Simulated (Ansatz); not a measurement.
A distorted cell of MoSi₂ (MoSi2 type, space group I4/mmm):

```yaml
crystal:
  lattice:
    - [-1.61610, 1.61610, 3.96176]
    - [1.61610, -1.61610, 3.96176]
    - [1.61610, 1.61610, -3.96176]
  atoms:
    - { symbol: Mo, position: [0.00000, 0.00000, 0.00000] }
    - { symbol: Si, position: [0.33574, 0.33574, 0.00000] }
    - { symbol: Si, position: [0.66426, 0.66426, 0.00000] }
```

Method: PBEsol (plane waves to 420 eV, PAW, scalar-relativistic; Ansatz, a quantum-chemistry and plane-wave program). k mesh 20×20×20 (Γ-centred), Fermi-Dirac smearing 0.05 eV. E stands for the smeared free energy. Stress and pressure are positive under compression. MoSi2 is run without spin polarisation. MoSi2 was relaxed with its symmetry unable to fall.

Q: Give the stress tensor in GPa and the pressure.

A: 
```
   -7.6      0.0      0.0
    0.0     -7.6      0.0
    0.0      0.0     -8.5
```
The pressure, a third of the trace, is -7.9 GPa.

Q: It is the relaxed cell scaled evenly to V/V₀ = 1.040, atoms relaxed where free. What is its energy relative to the relaxed cell?

A: 14 meV/atom.

(Under strain, the slope of the energy per volume gives the stress and its curvature an elastic modulus.)
